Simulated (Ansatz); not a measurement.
All numbers below come from Ansatz, DFT PBE, scalar-relativistic, plane waves, PAW. Settings: cutoff 420 eV, Γ-centred meshes spaced at most about 0.3 Å⁻¹, and about 0.25 Å⁻¹ or finer for metals (2π included), Gaussian smearing. No spin polarisation in the final relaxations.

These are static total energies at zero pressure.

Two relaxed structures of Ti₃Si₄Ni:

A.

Space group Pmm2 (No. 25). a = 3.643 Å, b = 6.834 Å, c = 4.597 Å, α = 90.00°, β = 90.00°, γ = 90.00°
```tsv
atom	site	symmetry	x	y	z
Ti	1b	mm2	0.0000	0.5000	0.1313
Ti	1c	mm2	0.5000	0.0000	0.4899
Ti	1a	mm2	0.0000	0.0000	0.0000
Si	2g	m..	0.0000	0.7246	0.6021
Si	2h	m..	0.5000	0.2539	0.9849
Ni	1d	mm2	0.5000	0.5000	0.6108
```

B.

Space group Pmm2 (No. 25). a = 3.400 Å, b = 6.324 Å, c = 5.273 Å, α = 90.00°, β = 90.00°, γ = 90.00°
```tsv
atom	site	symmetry	x	y	z
Ti	1d	mm2	0.5000	0.5000	0.3742
Ti	2g	m..	0.0000	0.2374	0.6362
Si	1d	mm2	0.5000	0.5000	0.8711
Si	1c	mm2	0.5000	0.0000	0.8748
Si	2g	m..	0.0000	0.2361	0.1378
Ni	1c	mm2	0.5000	0.0000	0.3319
```

Problem. Which is lower in energy, and by how much?

Solution. A is lower, by 47 meV/atom. A has space group Pmm2 (No. 25), 14.3 Å³/atom and no gap on its mesh; B has space group Pmm2 (No. 25), 14.2 Å³/atom and no gap. Counting Si atoms around Ni and Ti (those within 1.25 times the shortest such distance or 1.15 times the sum of covalent radii; a plus sign parts nearer from farther groups; a slash parts the counts of unlike sites), A has Ti 6/8, Ni 6 and B has Ti 6, Ni 5+1. A holds Si–Si chains (shortest 2.54 Å); in B the shortest Si–Si distance is 2.65 Å, near bonding range too. Both come from invented guesses.

Trial moments died out on the coarse mesh in Pmm2; another magnetic start might hold. Cells relaxed within their symmetry can be saddle points.
